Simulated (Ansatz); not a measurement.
Relaxed Pd (fcc, Cu type):

```xyz
4
Lattice="3.9426 0.0000 0.0000 0.0000 3.9426 0.0000 0.0000 0.0000 3.9426" Properties=species:S:1:pos:R:3 pbc="T T T"
Pd     0.0000     0.0000     0.0000
Pd     1.9713     1.9713     0.0000
Pd     1.9713     0.0000     1.9713
Pd     0.0000     1.9713     1.9713
```

In each cell atom 3 (Pd, nearest neighbour Pd at 2.788 Å; its periodic images, 3.9 Å or more away, move with it) moves by s·(0.577, 0.577, 0.577) (along Cartesian [111]), the rest being held.

Computed with PBE (plane waves to 420 eV, PAW, scalar-relativistic; Ansatz, a first-principles code). k mesh 10×10×10 (Γ-centred), Fermi-Dirac smearing 0.05 eV. Energies are smeared free energies. Stress and pressure are positive under compression. With partly filled bands, energies and forces of such displacements shift with the k mesh and the smearing. Pd is run without spin polarisation. Pd was relaxed with its symmetry unable to fall. The PAW data are Ansatz's earlier set. The zero of ΔE is the undisplaced structure.

Question: Give the computed ΔE (meV/cell) and P (GPa) at s (Å) = -0.280, -0.224, -0.168, -0.056, 0.056, 0.112, 0.168, 0.224.

Answer: 
| s (Å) | ΔE (meV/cell) | P (GPa) |
|---|---|---|
| -0.280 | 344 | 3.7 |
| -0.224 | 217 | 2.3 |
| -0.168 | 121 | 1.3 |
| -0.056 | 13 | 0.1 |
| 0.056 | 13 | 0.1 |
| 0.112 | 53 | 0.6 |
| 0.168 | 121 | 1.3 |
| 0.224 | 217 | 2.3 |

(For displaced atoms, the force is minus the slope of the energy, and its curvature is a force constant, which sets phonon frequencies.)
